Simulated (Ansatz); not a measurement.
# Si3Bi4O12: computed property card

Si$_{3}$Bi$_{4}$O$_{12}$:
```cif
data_Bi16O48Si12
_chemical_formula_sum 'Si12 Bi16 O48'
_space_group_name_H-M_alt 'I-43d'
_space_group_IT_number 220
_space_group_name_Hall 'I -4bd 2c 3'
_cell_length_a 10.31064
_cell_length_b 10.31064
_cell_length_c 10.31064
_cell_angle_alpha 90.000
_cell_angle_beta 90.000
_cell_angle_gamma 90.000
loop_
_atom_site_label
_atom_site_type_symbol
_atom_site_symmetry_multiplicity
_atom_site_Wyckoff_symbol
_atom_site_fract_x
_atom_site_fract_y
_atom_site_fract_z
_atom_site_occupancy
Si1 Si 12 a 0.00000 0.25000 0.37500 1
Bi1 Bi 16 c 0.08384 0.08384 0.08384 1
O1 O 48 e 0.05963 0.13216 0.28788 1
```
(The calculation used a cell of 38 atoms; values per cell refer to that cell.)

Space group I-43d (No. 220); conventional cell a = b = c = 10.3106 Å, α = β = γ = 90.00°.

Method: the program Ansatz at the r²SCAN level (PAW). Structure relaxed to zero pressure with the same functional. Other levels are named where they apply.

**Cell and energy**

```
Item                                                            Value
-----------------------------------------------------  --------------
Volume per atom                                              14.42 Å³
Density                                                    6.74 g/cm³
Formation energy from the elements (no fitted shifts)  -2153 meV/atom
```

**Electronic structure**

```
Quantity                                                                                           Value
----------------------------------------  --------------------------------------------------------------
Band gap                                                                              4.57 eV (indirect)
Valence-band maximum                                                                                at H
Conduction-band minimum                   on the Γ–H line, 54 % of the way from Γ (6 equivalent valleys)
Smallest direct gap on the standard path                                                         4.63 eV
Electron effective mass                                              1.7, 1.7, 1.8 mₑ (principal values)
HSE06 gap on the r²SCAN cell                                                                     5.33 eV
Gap with spin–orbit coupling                                                                     3.96 eV
```

**Mechanics**

```
Item                                  Result
----------------------------------  --------
Bulk modulus (Birch–Murnaghan fit)  639 kbar
Pressure derivative B′                   7.2
```

**Charges**

```
Item                                   Value
-------------  -----------------------------
Bader charges  Si +3.31, Bi +2.07, O -1.52 e
```

The first step of the workflow began from a Materials Project structure, measured or hypothetical; the Crystallography Open Database files this formula in space group No. 220, but the cells were not matched. Whether it is the stable phase at ambient conditions was not checked. The cell was relaxed with r²SCAN under the symmetry of its start; whether a distortion lowers the energy is not shown. The references are the lowest solids computed at this level, not always the standard phases (solids in place of the gases). Spin–orbit coupling is left out wherever it is not named.

Potentials: the later of the program's two PAW sets.
